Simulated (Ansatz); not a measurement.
**What DFT gives for LaNi₂**

```xyz
6
Lattice="0.0000 3.6275 3.6275 3.6275 0.0000 3.6275 3.6275 3.6275 0.0000" Properties=species:S:1:pos:R:3 pbc="T T T"
Ni    4.5344    4.5344    4.5344
Ni    4.5344    2.7207    2.7207
Ni    2.7207    2.7207    4.5344
Ni    2.7207    4.5344    2.7207
La    0.0000    0.0000    0.0000
La    1.8138    1.8138    1.8138
```

Single point in Ansatz 0.2.0 with PBEsol, no spin polarisation. Cutoff 420 eV, PAW datasets, 8×8×8 Γ-centred k mesh, fermi-dirac filling (width 0.0692 eV).

(1) What is the formation energy?

(2) Give the Bader charges.

(3) Is there a gap?

(4) Describe some of the short contacts.

(5) Is the cell too large or too small?

Origin: a database entry at a rescaled volume. Caveats: no spin polarisation, so a magnetic state may lie lower; f levels without a U or exact exchange are poorly placed.

Answers

(1) -0.33 eV an atom against the elements' usual phases (free molecules for gases, crystals otherwise, with no correction for O₂ or N₂), so it is bound against them; other compounds may still compete. Relaxing would lower it.

(2) Bader charges in e: La +1.02, Ni -0.51. In the mean La gives up most and Ni takes most.

(3) It is a metal, with about 3.6 states/eV a cell as the mean within 0.25 eV of the Fermi level, mostly Ni d (47 %), La d (25 %) and La s (13 %).

(4) Ni–Ni at 2.57 Å: least valence density 0.30 e/Å³ and ELF 0.29 there. Ni–La at 3.01 Å: least valence density 0.21 e/Å³ and ELF 0.19 there. La–La at 3.14 Å: least valence density 0.17 e/Å³ and ELF 0.07 there. Both are smooth PAW fields, read partly inside the augmentation spheres.

(5) The pressure is -1.0 GPa (compression positive), so with the atoms held at these fractions the cell would first shrink.
